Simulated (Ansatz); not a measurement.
Na:
```
CELL_PARAMETERS angstrom
     -2.04028     2.04028     2.04028
      2.04028    -2.04028     2.04028
      2.04028     2.04028    -2.04028
ATOMIC_POSITIONS crystal
  Na 0.00000 0.00000 0.00000
```

Relaxed with PBE+D3(BJ). Special points in fractions of this cell's reciprocal vectors: Γ (0.000, 0.000, 0.000); H (0.500, -0.500, 0.500); N (0.000, 0.000, 0.500); P (0.250, 0.250, 0.250).

### Question
List the band energies nearest the Fermi level at these points for the program Ansatz at the PBE+D3(BJ) level (PAW).

### Answer
In eV from the Fermi level; about four levels below and three above (degenerate sets whole), none deeper than 8.9 eV; … stands for higher levels left out; points with the same levels are listed once.

| k | below | above |
|---|---|---|
| Γ | -3.44 | 12.33 12.33 12.33 |
| H | – | 4.69 4.69 … |
| N | – | 0.80 1.34 8.60 |
| P | – | 2.86 2.86 2.86 |

Space group Im-3m (bcc (W type)). The PBE+D3(BJ) relaxation kept the symmetry of its start. The pairwise dispersion correction was not fitted to metals.

Potentials: the later of the program's two PAW sets.
